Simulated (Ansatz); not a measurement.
InAg$_{2}$:
```xyz
6
Lattice="0.0000 3.8760 3.8760 3.8760 0.0000 3.8760 3.8760 3.8760 0.0000" Properties=species:S:1:pos:R:3 pbc="T T T"
Ag     4.8450     4.8450     4.8450
Ag     4.8450     2.9070     2.9070
Ag     2.9070     4.8450     2.9070
Ag     2.9070     2.9070     4.8450
In     1.9380     1.9380     1.9380
In     0.0000     0.0000     0.0000
```

Relaxed with PBEsol. Special points in fractions of this cell's reciprocal vectors: Γ (0.000, 0.000, 0.000); X (0.500, 0.000, 0.500); U (0.625, 0.250, 0.625); K (0.375, 0.375, 0.750); L (0.500, 0.500, 0.500); W (0.500, 0.250, 0.750).

List the band energies nearest the Fermi level at these points for PBEsol with spin–orbit coupling (plane waves, PAW; program Ansatz).

In eV from the Fermi level; about four levels below and three above (degenerate sets whole), none deeper than 8.9 eV; points with the same levels are listed once.

```csv
k,below,above
Γ,-0.31 -0.31 -0.31 -0.31,0.68 0.68 1.22 1.22
X,-1.32 -1.32 -1.32 -1.32,4.70 4.70 4.70 4.70
U,-1.87 -1.87 -1.16 -1.16,1.05 1.05 2.89 2.89
L,-0.65 -0.65 -0.58 -0.58,1.45 1.45 1.63 1.63
W,-3.20 -3.20 -3.20 -3.20 -3.09 -3.09,1.14 1.14 1.15 1.15
```

Space group Fd-3m (cubic Laves (MgCu2 type)). A made-up cell: these elements were put on the sites of a structure type; neither database checked (COD, Materials Project) lists it. Its standing as an ambient phase is unchecked. Symmetry was held in the PBEsol relaxation. At this level the phase is dynamically unstable (imaginary phonons). No spin polarisation was allowed.

Potentials: the earlier of the program's two PAW sets. The files were generated under PBE; for other functionals the program regenerates the frozen cores, and for LDA and PBEsol the local potential too.
